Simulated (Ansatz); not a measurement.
CdS (wurtzite, P6_3mc), plane-wave PAW PBE (Ansatz code). The conduction-band minimum lies at Γ, with 1 equivalent valley. Second derivatives d²E/dk² of the lowest band at one valley (eV·Å²), along Cartesian directions:

| direction | d²E/dk² |
|---|---|
| [100] | 59.98 |
| [010] | 59.98 |
| [001] | 64.24 |
| [110] | 59.98 |
| [101] | 62.13 |
| [011] | 62.13 |

Q: Find the principal effective masses, the density-of-states mass and the conductivity mass.

A: Off-diagonal terms follow from H_xy = H[110] − (H_xx + H_yy)/2, and m*/mₑ = 7.620 eV·Å² over each eigenvalue: 0.12, 0.13, 0.13. One valley's DOS mass (m₁m₂m₃)^(1/3) = 0.12, conductivity mass 3/(Σ 1/mᵢ) = 0.12 mₑ.

Q: What effective density of states Nc follows at 300 K for parabolic valleys?

A: Nc = 2.509e19 × 1 × (0.12)^(3/2) ≈ 1.0e18 cm⁻³.

Q: With the computed static dielectric constant 10.1 (mean of the diagonal), estimate a hydrogenic donor's binding energy and radius.

A: E = 13.606 eV × 0.12/10.1² ≈ 16 meV; a = 0.529 Å × ε/m* ≈ 45 Å. Semilocal masses tend to be too small where the gap is.

The PBE relaxation kept the symmetry of its start; phonons on a q-mesh show no instability. Spin–orbit coupling is left out wherever it is not named.

Potentials: the later of the program's two PAW sets.
